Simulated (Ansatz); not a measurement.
# Li: from a starting cell to a relaxed one

The start is a randomly generated symmetric cell of Li (space group No. 71). The cell and all atomic positions are relaxed at zero pressure with r2SCAN (plane waves to 500 eV, PAW, scalar-relativistic; Ansatz, a first-principles code). The first steps use a coarse 19×19×19 k-mesh.

The start:
```
Li
1.0
   -0.94743     1.94741     3.12737
    0.94743    -1.94741     3.12737
    0.94743     1.94741    -3.12737
Li
1
Cartesian
  0.00000   1.94741   0.00000
```

How does the volume per atom move from start to end?

-9.2 %, from 23.08 to 20.95 Å³/atom.

How do the shortest distances between atoms change?

The closest pairs of elements (up to four, under 3.6 Å), start → end: Li–Li 1.89 → 3.09 Å.

Final values are on a 18×18×18 k-mesh of the relaxed cell. The start holds a very short contact (Li–Li 1.89 Å). No spin polarisation in the result.

The run could not lose the symmetry of its start.

The relaxed structure has the type that Li is known to take under pressure; here it was relaxed at zero pressure, from a generated start.
